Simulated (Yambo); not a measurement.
A G0W0@PBEsol run in Yambo for PbBrF (space group P4/nmm, No. 129) (2×2×2 Γ-centred k mesh, 298 bands and a 6 Ry block in the screening, 298 bands in G with the Bruneval-Gonze terminator, plasmon pole fitted at 27.2 eV) gives these matrix elements, in eV, at the band edges (Z → Z):

```json
[
 {"state": "valence edge", "E0": "0.000", "<Vxc>": "-13.284", "<Σx>": "-16.425", "<Σc(E0)>": "2.193", "Z": "0.806"},
 {"state": "conduction edge", "E0": "2.119", "<Vxc>": "-10.524", "<Σx>": "-7.297", "<Σc(E0)>": "-2.862", "Z": "0.831"}
]
```

Problem. Solve the linearised quasiparticle equation for both states, give the gap, and say how exchange and correlation each act on it.

Solution. E = E0 + Z(Σx + Σc − Vxc). Valence: 0.000 + 0.806 × (-16.425 + (2.193) − (-13.284)) = -0.76 eV. Conduction: 2.119 + 0.831 × (-7.297 + (-2.862) − (-10.524)) = 2.42 eV. The gap is 3.19 eV, against 2.12 eV in PBEsol. Replacing Vxc by bare exchange alone would open it by 6.37 eV; correlation takes back 5.06 eV of that, and Z scales what is left. Nearest settings tried, and what they do to the gap: 200 bands in G: -9 meV; 200 bands in W, 200 bands in G: -14 meV; 5 Ry block (171 vectors against 239): -48 meV. Not varied: mesh. So the settings aren't converged at that level. The k mesh is coarse. 

The standard potential for Pb keeps a d shell in the valence without the s and p states of that shell. In tests on such compounds this moved G0W0 gaps by up to about 0.9 eV, so absolute quasiparticle energies here are unreliable; differences between settings are what counts.

Spin-orbit coupling is included.

Geometry of the Materials Project entry, not relaxed at this level; primitive cell a = b = 4.185 Å, c = 7.662 Å, α = β = γ = 90.00°.
